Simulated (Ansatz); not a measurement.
Relaxed-ion elastic tensor of SiGe in space group P-6m2 (No. 187; Ge on 1a, Si on 1f) in GPa (Voigt order), PBEsol (plane waves, PAW; program Ansatz); density 4.73 g/cm³, 17.69 Å³ per atom.

```
 108  34.5  86.7   0.0   0.0   0.0
34.5   108  86.7   0.0   0.0   0.0
86.7  86.7   126   0.0   0.0   0.0
 0.0   0.0   0.0  36.5   0.0   0.0
 0.0   0.0   0.0   0.0  36.5   0.0
 0.0   0.0   0.0   0.0   0.0  36.7
```

**Question.** Is the crystal mechanically stable?

**Answer.** Yes: the smallest eigenvalue of C is 11.5 GPa.

**Question.** Work out the Voigt, Reuss and Hill averages.

**Answer.** K_V = 84.2, K_R = 61.2, K_H = 72.7; G_V = 30.9, G_R = 17.9, G_H = 24.4 GPa.

**Question.** Give Young's modulus, Poisson's ratio, Pugh's ratio and the universal anisotropy index.

**Answer.** E = 9KG/(3K + G) = 65.8 GPa; ν = 0.35; K/G = 2.98 (ductile by the Pugh limit of 1.75); A_U = 5G_V/G_R + K_V/K_R − 6 = 4.03.

**Question.** Estimate the sound speeds and the Debye temperature.

**Answer.** v_l = √((K + 4G/3)/ρ) = 4720 m/s, v_t = √(G/ρ) = 2270 m/s, mean 2550 m/s; Θ = (h/k)(3n/4πV)^(1/3) v_m = 292 K.

**Question.** How much does each axis shrink under pressure?

**Answer.** Linear compressibilities β_i = Σ_j S_ij (j = 1 to 3): x 13, y 13, z -10 per TPa.

A made-up cell: these elements were put on the sites of a structure type; neither database checked (COD, Materials Project) lists it. Whether it is the stable phase at ambient conditions was not checked. Symmetry was held in the PBEsol relaxation; its stability against distortions is not shown here. As this level gives no gap, shear constants depend on the k-mesh and smearing (Fermi–Dirac, 0.1 eV here).

Potentials: the earlier of the program's two PAW sets. The files were generated under PBE; for other functionals the program regenerates the frozen cores, and for LDA and PBEsol the local potential too.
